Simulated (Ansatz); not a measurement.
Values for one crystal, relaxed and computed with DFT-PBEsol in the program Ansatz with PAW potentials; other levels are named.

```yaml
volume_per_atom: 16.78 Å³
electronic_character: metallic (no gap)
Density of states at the Fermi level: 0.28 states/eV per atom (mean over ±0.08 eV)
mechanical_stability: unstable (C has a negative eigenvalue)
Bulk modulus (Birch–Murnaghan fit): 114 GPa
Pressure derivative B′: 5.8
Elastic constants (relaxed ions, GPa): C11 = 108, C12 = 119, C44 = 70.1
```

Q: Pick the material that matches.
A. Ni, bcc (W type)
B. Cr, bcc (W type)
C. V, bcc (W type)
D. Ag, bcc (W type)

A: D, Ag, bcc (W type)

Space group Im-3m (bcc (W type)). The first step of the workflow began from a Materials Project structure, measured or hypothetical; the Crystallography Open Database copy checked does not list it. It is not the phase usual at ambient conditions (space group No. 225). The PBEsol relaxation kept the symmetry of its start. No spin polarisation was allowed. As this level gives no gap, shear constants depend on the k-mesh and smearing (Fermi–Dirac, 0.1 eV here). Scalar-relativistic: spin–orbit coupling is off unless named, which matters more the heavier the elements.

Potentials: the earlier of the program's two PAW sets. The files were generated under PBE; for other functionals the program regenerates the frozen cores, and for LDA and PBEsol the local potential too.
